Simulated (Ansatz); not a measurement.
## 6 guesses for LiS3 and where they end

Level of theory: DFT PBE, scalar-relativistic, plane waves, PAW in Ansatz. All cells share a 420 eV cutoff and Γ-centred k meshes spaced at most about 0.3 Å⁻¹ (about 0.25 or finer for metals, 2π included). No spin polarisation in the final relaxations.

Each guess was relaxed in cell and atoms at zero pressure, within the symmetry of its start. Temperature and zero-point effects are left out. Coordination counts S atoms around Li (those within 1.25 times the shortest such distance or 1.15 times the sum of covalent radii; a plus sign parts nearer from farther groups; the shortest distance is added where it is long for a bond).

| guess | made from | start group | V start (Å³/atom) | end group | V end (Å³/atom) | coordination at the end | gap on mesh (eV) | E over the lowest end (meV/atom) |
| --- | --- | --- | --- | --- | --- | --- | --- | --- |
| 1 | random cell | Pm-3m | 24.5 | Pm-3m (ReO3) | 21.4 | Li 6 | 0 | 955 |
| 2 | random cell | P6/mmm | 21.4 | ? | ? | ? | ? | ? |
| 3 | Ag3Pt type | Pm-3m | 17.7 | Pm-3m | 16.1 | Li 12 from 2.8 Å | 0 | 501 |
| 4 | ZrCd3 type | P4/mmm | 19.4 | P4/mmm | 15.5 | Li 8+4 | 0 | 437 |
| 5 | random cell | Im-3m | 19.9 | Im-3m | 15.9 | Li 6 | 0 | 0 |
| 6 | Ta3Sn type | Pm-3n | 19.5 | Pm-3n | 15.8 | Li 12 from 2.8 Å | 0 | 518 |

Guess 2 as it starts:

```cif
data_structure
_symmetry_space_group_name_H-M 'P 1'
_symmetry_Int_Tables_number 1
_cell_length_a 4.3351
_cell_length_b 4.3351
_cell_length_c 5.2501
_cell_angle_alpha 90.000
_cell_angle_beta 90.000
_cell_angle_gamma 120.000
_cell_volume 85.45
loop_
_atom_site_label
_atom_site_type_symbol
_atom_site_fract_x
_atom_site_fract_y
_atom_site_fract_z
_atom_site_occupancy
Li1 Li 0.00000 0.00000 0.00000 1
S1 S 0.33333 0.66667 0.50000 1
S2 S 0.66667 0.33333 0.50000 1
S3 S 0.00000 0.00000 0.50000 1
```

Question: Predict the end of this guess and its energy over the lowest end.

Answer: It ends in space group P6/mmm (No. 191), with a = 4.569 Å, c = 4.636 Å, 21.0 Å³/atom and no gap. It lies 0.40 eV/atom over the lowest end, above guess 5 and below guess 4. Counting S atoms around Li, this end has Li 2 and the lowest (guess 5) has Li 6.

```cif
data_structure
_symmetry_space_group_name_H-M 'P6/mmm'
_symmetry_Int_Tables_number 191
_cell_length_a 4.5692
_cell_length_b 4.5692
_cell_length_c 4.6357
_cell_angle_alpha 90.000
_cell_angle_beta 90.000
_cell_angle_gamma 120.000
_cell_volume 83.82
loop_
_atom_site_label
_atom_site_type_symbol
_atom_site_symmetry_multiplicity
_atom_site_Wyckoff_symbol
_atom_site_fract_x
_atom_site_fract_y
_atom_site_fract_z
_atom_site_occupancy
Li1 Li 1 a 0.00000 0.00000 0.00000 1
S1 S 2 d 0.33333 0.66667 0.50000 1
S2 S 1 b 0.00000 0.00000 0.50000 1
```

Energies over the elements count from the elements' standard structures at the same level, with no fitted energy shifts.

Question: Is the lowest end bound against the elements?

Answer: Yes: its formation energy is −0.23 eV/atom. A negative formation energy is needed for stability but isn't enough: competing phases decide.

In Im-3m, P6/mmm, P4/mmm, Pm-3m at 16.1 Å³/atom, Pm-3m at 21.4 Å³/atom an odd number of electrons in the primitive cell allows no gap without spin; a larger cell or a magnetic state could open one. A magnetic state wasn't ruled out in cells without spin, among them Im-3m, P6/mmm, P4/mmm, Pm-3n, Pm-3m at 21.4 Å³/atom. The reference form of S is held partly by dispersion forces, which this level lacks. Cells relaxed within their symmetry can be saddle points. A lower structure may well exist outside this small set. Some candidate types were left out of the draw beforehand, so a known form may be missing.
